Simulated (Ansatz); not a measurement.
P₂W:
Space group Cmc2₁ (No. 36); a = 3.1314 Å, b = 11.0805 Å, c = 4.9329 Å, α = β = γ = 90.00°

| atom | site | symmetry | x | y | z |
|---|---|---|---|---|---|
| P | 4a | m.. | 0.0000 | 0.0700 | 0.8826 |
| P | 4a | m.. | 0.0000 | 0.2029 | 0.2005 |
| W | 4a | m.. | 0.0000 | 0.4067 | 0.0000 |
(The calculation used a cell of 6 atoms; values per cell refer to that cell.)

Relaxed at zero pressure with LDA (plane waves, PAW; program Ansatz).

**Question.** The volume is lowered by 9 % and shape and atoms relax at that volume. What pressure results, and how do the axes share the change?

**Answer.** 23.7 GPa; a -3.5 %, b -2.1 %, c -3.7 %; the energy rises by 88 meV/atom.

**Question.** Give the new structure.

**Answer.** 
Space group Cmc2₁ (No. 36); a = 3.0221 Å, b = 10.8472 Å, c = 4.7513 Å, α = β = γ = 90.00°

```csv
atom,site,symmetry,x,y,z
P,4a,m..,0.0000,0.0729,0.8851
P,4a,m..,0.0000,0.2073,0.2017
W,4a,m..,0.0000,0.5925,0.4962
```

The phase is kept; no other phase was compared at this pressure.

Space group Cmc2_1. The first step of the workflow began from a Materials Project structure, measured or hypothetical; the Crystallography Open Database files this formula in space group No. 36, but the cells were not matched. Whether it is the stable phase at ambient conditions was not checked. Symmetry was held in the LDA relaxation; its stability against distortions is not shown here. The run is not spin-polarised. Spin–orbit coupling is left out wherever it is not named.

Potentials: the later of the program's two PAW sets.
